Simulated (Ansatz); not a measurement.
In2Se3 (La2O3 or Ni2Al3 type, P-3m1), r²SCAN+D4 in the plane-wave PAW code Ansatz. The conduction-band minimum lies at Z, with 1 equivalent valley. Second derivatives d²E/dk² of the lowest band at one valley (eV·Å²), along Cartesian directions:

```
direction  d²E/dk²
---------  -------
[100]        49.65
[010]        20.40
[001]        23.25
[110]        35.06
[101]        36.49
[011]        13.09
```

Problem. Find the principal effective masses, the density-of-states mass and the conductivity mass.

Solution. Off-diagonal terms follow from H_xy = H[110] − (H_xx + H_yy)/2, and m*/mₑ = 7.620 eV·Å² over each eigenvalue: 0.15, 0.25, 0.59. One valley's DOS mass (m₁m₂m₃)^(1/3) = 0.28, conductivity mass 3/(Σ 1/mᵢ) = 0.25 mₑ.

Problem. What effective density of states Nc follows at 300 K for parabolic valleys?

Solution. Nc = 2.509e19 × 1 × (0.28)^(3/2) ≈ 3.7e18 cm⁻³.

The workflow started from a Materials Project entry (that database holds measured and hypothetical structures alike); the Crystallography Open Database copy checked does not list it. COD files the formula under space group No. 160, 166, 169, 170. Its standing as an ambient phase is unchecked. Symmetry was held in the r²SCAN+D4 relaxation; its stability against distortions is not shown here. Point labels and valley counts follow the cell and symmetry of the run, lower than the named group. Spin–orbit coupling is left out wherever it is not named.

Potentials: the earlier of the program's two PAW sets. The files were generated under PBE; for other functionals the program regenerates the frozen cores, and for LDA and PBEsol the local potential too.

Edges and masses are those of Kohn–Sham bands, whose gap is no quasiparticle gap.
